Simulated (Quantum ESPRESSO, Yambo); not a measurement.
# GaP under isotropic strain

```
GaP
1.0
    0.00000     2.71997     2.71997
    2.71997     0.00000     2.71997
    2.71997     2.71997     0.00000
P Ga
1 1
Direct
  0.75000   0.75000   0.75000
  0.00000   0.00000   0.00000
```

GaP (zinc blende, space group F-43m, No. 216) under isotropic strain (on all lattice vectors), counted from the cell relaxed with PBEsol, atoms relaxed at each step. PBE (stringent potentials; Quantum ESPRESSO, PseudoDojo norm-conserving, 114 Ry, without SOC); G0W0 and BSE in Yambo (4×4×4 Γ-centred k mesh, bands 5 to 180 and a 15 Ry block in the screening, 180 bands in G with the Bruneval-Gonze terminator, plasmon pole fitted at 27.2 eV; BSE 10×10×10 mesh, 3 valence and 1 conduction bands, static screening with 27 bands and a 4 Ry block, scissor from each state's G0W0).

```json
[
 {"strain (%)": "-3", "pressure (GPa)": "12.9", "PBE gap (eV)": "1.41", "kind": "indirect", "G0W0 direct gap (eV)": "3.56 at Γ", "lowest vertical BSE state (eV)": "not resolved", "RPA ε∞ along x": "–"},
 {"strain (%)": "-2", "pressure (GPa)": "9.1", "PBE gap (eV)": "1.48", "kind": "indirect", "G0W0 direct gap (eV)": "3.29 at Γ", "lowest vertical BSE state (eV)": "not resolved", "RPA ε∞ along x": "–"},
 {"strain (%)": "-1", "pressure (GPa)": "5.8", "PBE gap (eV)": "1.54", "kind": "indirect", "G0W0 direct gap (eV)": "3.03 at Γ", "lowest vertical BSE state (eV)": "not resolved", "RPA ε∞ along x": "–"},
 {"strain (%)": "-0.5", "pressure (GPa)": "4.3", "PBE gap (eV)": "1.56", "kind": "indirect", "G0W0 direct gap (eV)": "2.89 at Γ", "lowest vertical BSE state (eV)": "not resolved", "RPA ε∞ along x": "–"},
 {"strain (%)": "0", "pressure (GPa)": "2.9", "PBE gap (eV)": "1.59", "kind": "indirect", "G0W0 direct gap (eV)": "2.75 at Γ", "lowest vertical BSE state (eV)": "not resolved", "RPA ε∞ along x": "–"},
 {"strain (%)": "+0.5", "pressure (GPa)": "1.6", "PBE gap (eV)": "1.62", "kind": "indirect", "G0W0 direct gap (eV)": "2.62 at Γ", "lowest vertical BSE state (eV)": "not resolved", "RPA ε∞ along x": "–"},
 {"strain (%)": "+1", "pressure (GPa)": "0.4", "PBE gap (eV)": "1.60", "kind": "near tie", "G0W0 direct gap (eV)": "2.49 at Γ", "lowest vertical BSE state (eV)": "not resolved", "RPA ε∞ along x": "–"}
]
```

Between -0.5 % and +0.5 % the direct gap at Γ has a volume deformation potential dE/dlnV of -8.3 eV in PBE; the block changes size in that range, so no G0W0 slope is given.

GW, BSE and RPA settings are held fixed; their convergence isn't established. «Near tie»: competing band extrema lie within 0.03 eV. The pressure is PBE's, so it isn't zero at the PBEsol cell. Strains are linear. The screening block changes size along the series (283 vectors at -3 %, 283 vectors at -2 %, 283 vectors at -1 %, 283 vectors at -0.5 %, 307 vectors at +0 %, 307 vectors at +0.5 %, 307 vectors at +1 %), which puts steps into the G0W0 values. Spin-orbit splittings are left out.
